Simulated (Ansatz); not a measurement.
BaTiO3 in space group P4mm (No. 99; Ba on 1b, Ti on 1a, O on 2c, O on 1a) under volume change, DFT-PBE in the program Ansatz with PAW potentials, shape and atoms relaxed at each volume.

```json
[
 {"V (Å³/atom)": "12.153", "E − E(relaxed) (meV/atom)": "___", "P (GPa)": "___"},
 {"V (Å³/atom)": "12.554", "E − E(relaxed) (meV/atom)": "16.4", "P (GPa)": "7.33"},
 {"V (Å³/atom)": "12.955", "E − E(relaxed) (meV/atom)": "3.6", "P (GPa)": "3.10"},
 {"V (Å³/atom)": "13.355", "E − E(relaxed) (meV/atom)": "0.0", "P (GPa)": "0.00"},
 {"V (Å³/atom)": "13.756", "E − E(relaxed) (meV/atom)": "2.8", "P (GPa)": "-2.07"},
 {"V (Å³/atom)": "14.157", "E − E(relaxed) (meV/atom)": "___", "P (GPa)": "___"},
 {"V (Å³/atom)": "14.557", "E − E(relaxed) (meV/atom)": "17.4", "P (GPa)": "-3.34"}
]
```

### Question
Some entries are withheld; supply them.

### Answer

- 12.153, E − E(relaxed) (meV/atom): 41.4
- 12.153, P (GPa): 12.89
- 14.157, E − E(relaxed) (meV/atom): 9.4
- 14.157, P (GPa): -3.14

### Question
What does a third-order Birch–Murnaghan fit give for V₀, B₀ and B′?

### Answer
V₀ = 13.36 Å³/atom, B₀ = 78.6 GPa, B′ = 13.1.

The cell was relaxed with PBE under the symmetry of its start. The run is not spin-polarised. Scalar-relativistic: spin–orbit coupling is off unless named, which matters more the heavier the elements.

Potentials: the earlier of the program's two PAW sets.
